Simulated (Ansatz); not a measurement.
TiOs, DFT, PBEsol, all-electron PAW with datasets made for the crystal, scalar-relativistic (Ansatz 0.2.0), run on 1 thread of Arm Neoverse V1 on a shared host.

The geometry is COD entry 1537945, unchecked; take it as a test cell. The listed cell was then made from it by scaling, straining or moving an atom.

Command: `ansatz run input.yaml --threads 1 --pin off --max-ram 3072MiB --backend cpu --events-out ev --progress --plain --runs-dir out`

```yaml
crystal:
  lattice:
    - [3.08, -0.0308, -0.0308]
    - [-0.0308, 3.08, -0.0308]
    - [-0.0308, -0.0308, 3.08]
  atoms:
    - { symbol: Ti, position: [0.5, 0.5, 0.5] }
    - { symbol: Os, position: [0.0, 0.0, 0.0] }
kpoints:
  mp_grid: { grid: [13, 13, 13] }
scf:
  occupations: { method: fermi_dirac, width: 0.03 }
hamiltonian:
  xc: pbesol
  pseudopotentials: { kind: all_electron, datasets: crystal }
output:
  forces: true
  stress: true
  eigenvalues: true
  efg: { contact_densities: true }
```

Q: How large is the problem that the program sets up?

A: 231 irreducible k-points, 667 plane waves at Γ, 28 bands.

Q: Estimate the wall time and the peak memory.

A: 62 s of wall time for 11 SCF iterations, with a peak of 1.2 GiB. Times on shared machines scatter by tens of per cent.

Q: And the same cell and mesh by frozen-core PAW, asked for forces, stress, eigenvalues, efg, on the same hardware?

A: 8.4 s, peak memory 0.45 GiB.
